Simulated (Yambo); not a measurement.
Material: BaS (rock salt, space group Fm-3m, No. 225) under isotropic strain of +1 % on all lattice vectors; a = 4.520 Å, b = 4.520 Å, c = 4.520 Å, α = 60.00°, β = 60.00°, γ = 60.00° (2 atoms in the cell). The PBEsol cell relaxed from Materials Project entry mp-1500 was given an isotropic strain of +1 % on all lattice vectors, and the atoms were relaxed again.

With norm-conserving PBEsol (Quantum ESPRESSO, 57 Ry, scalar-relativistic), the gap between the mesh's edge points (Γ → X) is 2.088 eV.

**Question.** What does a G0W0 run in Yambo give for it (4×4×4 Γ-centred k mesh, 148 bands and a 10 Ry block in the screening, 148 bands in G with the Bruneval-Gonze terminator, plasmon pole fitted at 27.2 eV)?

**Answer.** The correction is 1.528 eV, giving 3.616 eV, 1.7 times the PBEsol value.  Convergence of the G0W0 settings was not tested.
